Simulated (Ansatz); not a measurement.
Rh (fcc (Cu type), Fm-3m), a = 3.7802 Å, b = 3.7802 Å, c = 3.7802 Å, α = 90.00°, β = 90.00°, γ = 90.00°; the cell used has 1 atom.

Relaxed with PBEsol.

**Question.** Which orbitals make up the states near the Fermi level in PBEsol (plane waves, PAW; program Ansatz)?

**Answer.** Within 0.5 eV of the Fermi level: Rh 4d 96 %. Projections are on Löwdin-orthogonalised atomic valence shells; empty p or d shells of many metals are not among them.

**Question.** Tabulate the density of states.

**Answer.** States/eV per cell of 1 atom, in 0.25 eV bins, energy from the Fermi level.

```tsv
E (eV)	total	Rh 4d	Rh 5s	Rh 4p
-7.85	0.04	0.00	0.03	0.00
-7.60	0.05	0.00	0.05	0.00
-7.35	0.07	0.00	0.06	0.00
-7.10	0.08	0.00	0.07	0.00
-6.85	0.10	0.01	0.09	0.00
-6.60	0.13	0.02	0.10	0.00
-6.35	0.36	0.21	0.14	0.00
-6.10	0.95	0.69	0.24	0.01
-5.85	1.37	1.08	0.27	0.01
-5.60	1.95	1.59	0.33	0.01
-5.35	1.84	1.61	0.21	0.01
-5.10	1.57	1.43	0.12	0.01
-4.85	1.24	1.15	0.08	0.01
-4.60	1.11	1.04	0.05	0.01
-4.35	1.29	1.23	0.04	0.01
-4.10	1.26	1.19	0.05	0.01
-3.85	1.20	1.12	0.05	0.01
-3.60	1.36	1.27	0.07	0.01
-3.35	1.41	1.30	0.08	0.01
-3.10	1.80	1.66	0.10	0.01
-2.85	2.50	2.35	0.11	0.01
-2.60	1.69	1.56	0.08	0.01
-2.35	1.27	1.16	0.08	0.01
-2.10	1.25	1.15	0.07	0.01
-1.85	1.14	1.05	0.06	0.00
-1.60	1.40	1.31	0.06	0.00
-1.35	1.54	1.45	0.05	0.00
-1.10	1.39	1.31	0.05	0.00
-0.85	1.25	1.18	0.04	0.00
-0.60	1.16	1.10	0.04	0.00
-0.35	1.13	1.08	0.04	0.00
-0.10	1.20	1.14	0.04	0.00
0.15	1.39	1.33	0.04	0.00
0.40	2.00	1.94	0.05	0.00
0.65	1.67	1.61	0.05	0.00
0.90	0.85	0.77	0.06	0.00
1.15	0.22	0.14	0.07	0.00
1.40	0.23	0.13	0.08	0.00
1.65	0.23	0.12	0.08	0.00
1.90	0.23	0.11	0.09	0.00
2.15	0.23	0.10	0.09	0.00
2.40	0.23	0.09	0.10	0.00
2.65	0.23	0.09	0.10	0.00
2.90	0.24	0.08	0.10	0.00
3.15	0.24	0.07	0.10	0.00
3.40	0.24	0.06	0.10	0.00
3.65	0.24	0.06	0.10	0.00
3.90	0.24	0.05	0.10	0.00
4.15	0.24	0.05	0.10	0.00
4.40	0.24	0.04	0.09	0.00
4.65	0.23	0.04	0.09	0.00
```

Symmetry was held in the PBEsol relaxation. No spin polarisation was allowed. Scalar-relativistic: spin–orbit coupling is off unless named, which matters more the heavier the elements.

Potentials: the earlier of the program's two PAW sets. The files were generated under PBE; for other functionals the program regenerates the frozen cores, and for LDA and PBEsol the local potential too.
